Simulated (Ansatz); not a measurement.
Relaxed-ion elastic tensor of MgI$_{2}$ (CdI2 type, P-3m1) in GPa (Voigt order), DFT-LDA in the program Ansatz with PAW potentials; density 4.80 g/cm³, 32.09 Å³ per atom.

```json
[
 {"": "1", "1": "51.5", "2": "15.3", "3": "7.9", "4": "-1.4", "5": "0.0", "6": "0.0"},
 {"": "2", "1": "15.3", "2": "51.5", "3": "7.9", "4": "1.4", "5": "0.0", "6": "0.0"},
 {"": "3", "1": "7.9", "2": "7.9", "3": "23.7", "4": "0.0", "5": "0.0", "6": "0.0"},
 {"": "4", "1": "-1.4", "2": "1.4", "3": "0.0", "4": "6.3", "5": "0.0", "6": "0.0"},
 {"": "5", "1": "0.0", "2": "0.0", "3": "0.0", "4": "0.0", "5": "6.3", "6": "-1.4"},
 {"": "6", "1": "0.0", "2": "0.0", "3": "0.0", "4": "0.0", "5": "-1.4", "6": "18.1"}
]
```

Task: Is the crystal mechanically stable?

Result: Yes: the smallest eigenvalue of C is 6.1 GPa.

Task: Work out the Voigt, Reuss and Hill averages.

Result: K_V = 21.0, K_R = 17.6, K_H = 19.3; G_V = 12.5, G_R = 9.5, G_H = 11.0 GPa.

Task: Give Young's modulus, Poisson's ratio, Pugh's ratio and the universal anisotropy index.

Result: E = 9KG/(3K + G) = 27.8 GPa; ν = 0.26; K/G = 1.75 (near the Pugh limit of 1.75, no verdict); A_U = 5G_V/G_R + K_V/K_R − 6 = 1.74.

Task: Estimate the sound speeds and the Debye temperature.

Result: v_l = √((K + 4G/3)/ρ) = 2660 m/s, v_t = √(G/ρ) = 1520 m/s, mean 1680 m/s; Θ = (h/k)(3n/4πV)^(1/3) v_m = 158 K.

Task: How much does each axis shrink under pressure?

Result: Linear compressibilities β_i = Σ_j S_ij (j = 1 to 3): x 11, y 11, z 35 per TPa.

Symmetry was held in the LDA relaxation; phonons on a q-mesh show no instability. A crystal of weakly bound layers computed without a dispersion correction: the cell and the soft elastic constants depend strongly on that. Spin–orbit coupling is left out wherever it is not named.

Potentials: the later of the program's two PAW sets.
